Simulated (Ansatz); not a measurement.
Relaxed La2O3 (A-La2O3 type, space group P-3m1):

```
CELL_PARAMETERS angstrom
      3.94027     0.00000     0.00000
     -1.97014     3.41238     0.00000
      0.00000     0.00000     6.18799
ATOMIC_POSITIONS crystal
  La 0.33333 0.66667 0.24739
  La 0.66667 0.33333 0.75261
  O  0.00000 0.00000 0.00000
  O  0.33333 0.66667 0.64528
  O  0.66667 0.33333 0.35472
```

In this cell atom 1 (La, nearest neighbour O at 2.370 Å; its periodic images, 3.9 Å or more away, move with it) is moved by u·(1.000, 0.000, 0.000) + v·(0.000, 0.000, 1.000); the rest is frozen.

The numbers are results of PBE (plane waves to 420 eV, PAW, scalar-relativistic; Ansatz, an electronic-structure program), not measurements. k mesh 8×8×5 (Γ-centred), Fermi-Dirac smearing 0.05 eV. Points where atoms come too close for the PAW data are left out (x in tables, blank in figures). Fu and Fv are the components of the force on the atom. La2O3 is run without spin polarisation. La2O3 was relaxed with its symmetry unable to fall. 

```tsv
Fu (eV/Å)	u = -0.360	u = -0.180	u = 0.000	u = 0.180	u = 0.360
v = -0.360	1.50	…	0.00	…	-1.50
v = -0.180	1.83	…	0.00	…	-1.83
v = 0.000	2.43	1.04	0.00	-1.04	-2.43
v = 0.180	x	…	0.00	…	x
v = 0.360	x	1.65	0.00	-1.65	x
```

Q: What belongs in the gaps?

A: 
- v = -0.360, u = -0.180: 0.59
- v = -0.360, u = 0.180: -0.59
- v = -0.180, u = -0.180: 0.75
- v = -0.180, u = 0.180: -0.75
- v = 0.180, u = -0.180: 1.38
- v = 0.180, u = 0.180: -1.38

(A displaced cell: forces are minus the slopes of the energy, force constants its curvatures, and phonons follow from these.)
